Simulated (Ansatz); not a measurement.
HfS$_{2}$ (CdI2 type)

```
HfS2
1.0
    3.60570     0.00000     0.00000
   -1.80285     3.12263     0.00000
    0.00000     0.00000     5.76763
Hf S
1 2
Direct
  0.00000   0.00000   0.00000
  0.33333   0.66667   0.25252
  0.66667   0.33333   0.74748
```

The relaxed cell is deformed in two ways at once: its volume V is scaled, and at that volume it is stretched along z (the c axis of the conventional cell) so that c/a changes. Fractional atomic positions are held.

Computed with PBE-D3(BJ) (plane waves to 420 eV, PAW, scalar-relativistic; Ansatz, an electronic-structure program). k mesh 11×11×6 (Γ-centred), Fermi-Dirac smearing 0.05 eV. Compression counts positive. As the atoms are clamped, bonds stretch with the cell, which overstates energies and stresses. HfS2 is run without spin polarisation. HfS2 was relaxed with its symmetry unable to fall. Spin-orbit coupling is left out, though Hf is heavy.

At one point of the scan the stress tensor (GPa) is:

```
  -0.48     0.00     0.00
   0.00    -0.48     0.00
   0.00     0.00     0.64
```

Task: Which point is it?
A. V/V₀ = 1.000, (c/a)/(c/a)₀ = 0.987
B. V/V₀ = 1.000, (c/a)/(c/a)₀ = 0.973
C. V/V₀ = 0.960, (c/a)/(c/a)₀ = 0.960
D. V/V₀ = 1.027, (c/a)/(c/a)₀ = 1.000

Result: A, V/V₀ = 1.000, (c/a)/(c/a)₀ = 0.987

(Under strain, the slope of the energy per volume gives the stress and its curvature an elastic modulus.)
